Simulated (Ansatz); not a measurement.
TaAlB:
```cif
data_Al4B4Ta4
_chemical_formula_sum 'Al4 B4 Ta4'
_space_group_name_H-M_alt 'Cmcm'
_space_group_IT_number 63
_space_group_name_Hall '-C 2c 2'
_cell_length_a 3.31955
_cell_length_b 14.56482
_cell_length_c 3.08816
_cell_angle_alpha 90.000
_cell_angle_beta 90.000
_cell_angle_gamma 90.000
loop_
_space_group_symop_operation_xyz
  'x, y, z'
  '-x, -y, -z'
  '-x, -y, z+1/2'
  'x, y, -z+1/2'
  'x, -y, -z'
  '-x, y, z'
  '-x, y, -z+1/2'
  'x, -y, z+1/2'
  'x+1/2, y+1/2, z'
  '-x+1/2, -y+1/2, -z'
  '-x+1/2, -y+1/2, z+1/2'
  'x+1/2, y+1/2, -z+1/2'
  'x+1/2, -y+1/2, -z'
  '-x+1/2, y+1/2, z'
  '-x+1/2, y+1/2, -z+1/2'
  'x+1/2, -y+1/2, z+1/2'
loop_
_atom_site_label
_atom_site_type_symbol
_atom_site_symmetry_multiplicity
_atom_site_Wyckoff_symbol
_atom_site_fract_x
_atom_site_fract_y
_atom_site_fract_z
_atom_site_occupancy
Al1 Al 4 c 0.00000 0.70119 0.25000 1
B1 B 4 c 0.00000 0.53112 0.25000 1
Ta1 Ta 4 c 0.00000 0.08903 0.75000 1
```
(The calculation used a cell of 6 atoms; values per cell refer to that cell.)

Relaxed with r²SCAN.

Problem. Which orbitals make up the states near the Fermi level in r²SCAN (plane waves, PAW; program Ansatz)?

Solution. Within 0.5 eV of the Fermi level: Ta 5d 69 %, Al 3p 16 %, B 2p 7 %. Projections are on Löwdin-orthogonalised atomic valence shells; empty p or d shells of many metals are not among them.

Problem. Tabulate the density of states.

Solution. States/eV per cell of 6 atoms, in 0.25 eV bins, energy from the Fermi level.

| E (eV) | total | Ta 5d | B 2p | Al 3p |
|---|---|---|---|---|
| -7.85 | 1.21 | 0.23 | 0.28 | 0.27 |
| -7.60 | 1.28 | 0.26 | 0.33 | 0.27 |
| -7.35 | 1.54 | 0.33 | 0.40 | 0.32 |
| -7.10 | 1.60 | 0.35 | 0.43 | 0.33 |
| -6.85 | 1.21 | 0.27 | 0.32 | 0.26 |
| -6.60 | 1.21 | 0.26 | 0.32 | 0.27 |
| -6.35 | 1.66 | 0.39 | 0.51 | 0.32 |
| -6.10 | 2.22 | 0.57 | 0.79 | 0.33 |
| -5.85 | 1.93 | 0.58 | 0.76 | 0.21 |
| -5.60 | 1.98 | 0.55 | 0.83 | 0.25 |
| -5.35 | 2.24 | 0.59 | 0.94 | 0.34 |
| -5.10 | 2.14 | 0.64 | 0.72 | 0.44 |
| -4.85 | 2.10 | 0.67 | 0.75 | 0.41 |
| -4.60 | 2.85 | 0.89 | 1.11 | 0.56 |
| -4.35 | 2.34 | 0.77 | 0.91 | 0.45 |
| -4.10 | 3.21 | 1.09 | 1.22 | 0.66 |
| -3.85 | 2.93 | 1.01 | 0.99 | 0.73 |
| -3.60 | 3.12 | 1.15 | 0.97 | 0.81 |
| -3.35 | 3.32 | 1.43 | 0.94 | 0.78 |
| -3.10 | 2.12 | 1.05 | 0.44 | 0.53 |
| -2.85 | 2.26 | 1.32 | 0.33 | 0.47 |
| -2.60 | 2.67 | 1.69 | 0.29 | 0.51 |
| -2.35 | 1.85 | 1.17 | 0.25 | 0.29 |
| -2.10 | 2.49 | 1.45 | 0.33 | 0.49 |
| -1.85 | 2.76 | 1.48 | 0.36 | 0.65 |
| -1.60 | 2.92 | 1.46 | 0.31 | 0.75 |
| -1.35 | 3.23 | 1.73 | 0.31 | 0.79 |
| -1.10 | 2.63 | 1.34 | 0.28 | 0.64 |
| -0.85 | 2.00 | 1.13 | 0.17 | 0.42 |
| -0.60 | 2.39 | 1.47 | 0.15 | 0.47 |
| -0.35 | 2.39 | 1.62 | 0.14 | 0.41 |
| -0.10 | 1.97 | 1.36 | 0.14 | 0.32 |
| 0.15 | 1.80 | 1.28 | 0.14 | 0.26 |
| 0.40 | 1.57 | 1.14 | 0.12 | 0.22 |
| 0.65 | 1.68 | 1.26 | 0.12 | 0.21 |
| 0.90 | 1.36 | 0.94 | 0.12 | 0.19 |
| 1.15 | 0.75 | 0.51 | 0.07 | 0.11 |
| 1.40 | 1.17 | 0.76 | 0.13 | 0.18 |
| 1.65 | 1.49 | 1.01 | 0.16 | 0.18 |
| 1.90 | 1.67 | 1.06 | 0.18 | 0.21 |
| 2.15 | 2.24 | 1.31 | 0.24 | 0.34 |
| 2.40 | 2.35 | 1.35 | 0.25 | 0.34 |
| 2.65 | 2.77 | 1.58 | 0.29 | 0.37 |
| 2.90 | 3.39 | 1.85 | 0.35 | 0.41 |
| 3.15 | 3.53 | 1.90 | 0.39 | 0.37 |
| 3.40 | 4.12 | 2.19 | 0.47 | 0.48 |
| 3.65 | 3.44 | 1.68 | 0.33 | 0.45 |
| 3.90 | 3.67 | 1.80 | 0.35 | 0.49 |
| 4.15 | 3.89 | 1.97 | 0.40 | 0.44 |
| 4.40 | 3.94 | 1.99 | 0.42 | 0.47 |
| 4.65 | 4.16 | 2.01 | 0.56 | 0.59 |
| 4.90 | 3.75 | 1.71 | 0.53 | 0.54 |

The start of the workflow was typed in or built on a structure type; neither database checked (COD, Materials Project) lists it. Its standing as an ambient phase is unchecked. Symmetry was held in the r²SCAN relaxation; whether a distortion lowers the energy is not shown. The run is not spin-polarised. Spin–orbit coupling is left out wherever it is not named.

Potentials: the earlier of the program's two PAW sets. The files were generated under PBE; for other functionals the program regenerates the frozen cores, and for LDA and PBEsol the local potential too.
